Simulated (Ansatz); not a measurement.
Density of states of a ZrSnBi$_{3}$NO$_{9}$ cell (elements on a fluorite lattice, relaxed), per eV and atom, broadened by Gaussian smearing of width 0.1 eV and averaged over bins of 0.4 eV, from 8 eV under the Fermi level at most up to where the solved bands end.

Method: DFT PBE, scalar-relativistic, plane waves, PAW in Ansatz.

Plane waves to 420 eV, a k mesh through Γ of 7×6×5 on the computed 15-atom cell and Gaussian smearing (0.10 eV); no spin polarisation.

```
N O Zr Sn Bi
1.0
    -5.44613   -0.07353   -0.12932
    -2.58488    5.40778    2.44344
    -2.81562    2.89431   -5.49845
N O Zr Sn Bi
1 9 1 1 3
Direct
  0.05995 0.14629 0.28819
  0.69547 0.22785 0.89610
  0.22712 0.46317 0.47852
  0.92112 0.71661 0.14602
  0.31394 0.97356 0.72298
  0.87099 0.87238 0.64847
  0.58373 0.10561 0.31969
  0.16510 0.36217 0.87129
  0.65235 0.50118 0.57532
  0.49411 0.63998 0.04648
  0.57721 0.19786 0.60076
  0.83767 0.55974 0.75386
  0.99822 0.02557 0.04112
  0.26111 0.40665 0.15897
  0.37242 0.81129 0.42892
```

```csv
E − E_F (eV),total,O 2p,Bi 6p,N 2p,Zr 4d
-7.15,0.096,0.051,0.004,0.001,0.001
-6.75,0.223,0.116,0.006,0.003,0.003
-6.35,0.014,0.007,0.000,0.000,0.000
-5.95,0.079,0.049,0.016,0.004,0.004
-5.55,0.447,0.283,0.084,0.023,0.023
-5.15,0.475,0.310,0.081,0.026,0.020
-4.75,0.601,0.408,0.084,0.029,0.026
-4.35,0.607,0.426,0.070,0.033,0.023
-3.95,0.609,0.446,0.061,0.029,0.025
-3.55,0.669,0.503,0.056,0.034,0.028
-3.15,0.652,0.508,0.039,0.036,0.029
-2.75,0.737,0.595,0.029,0.040,0.035
-2.35,0.849,0.711,0.023,0.050,0.028
-1.95,0.890,0.769,0.016,0.053,0.018
-1.55,0.974,0.855,0.013,0.062,0.011
-1.15,0.995,0.869,0.009,0.077,0.009
-0.75,0.137,0.093,0.002,0.031,0.002
-0.35,0.277,0.131,0.006,0.098,0.005
0.05,0.011,0.005,0.000,0.003,0.000
0.45,0.218,0.107,0.005,0.044,0.004
0.85,0.290,0.132,0.007,0.063,0.006
1.25,0.147,0.066,0.004,0.032,0.003
1.65,0.000,0.000,0.000,0.000,0.000
2.05,0.000,0.000,0.000,0.000,0.000
2.45,0.034,0.007,0.003,0.000,0.011
2.85,0.200,0.045,0.019,0.002,0.064
3.25,0.168,0.032,0.021,0.002,0.071
3.65,0.289,0.046,0.075,0.004,0.115
4.05,0.371,0.052,0.129,0.004,0.125
```

The columns after the total are the largest Löwdin projections on the valence shells of the potentials, so they needn't add up, and the weight of a shell that a potential lacks goes to other orbitals. The cell has a gap on the mesh of 0.47 eV.

The relaxation stopped before its thresholds.

Spin-orbit coupling is left out, which matters for the bands of heavy elements. The gap is read on a mesh, which can miss the band edges, so it can be too wide.

Cost: 2 runs of about 12 core-minutes in all (earlier runs that led there not counted), on Intel Xeon 6975P-C (Granite Rapids) (shared hosts).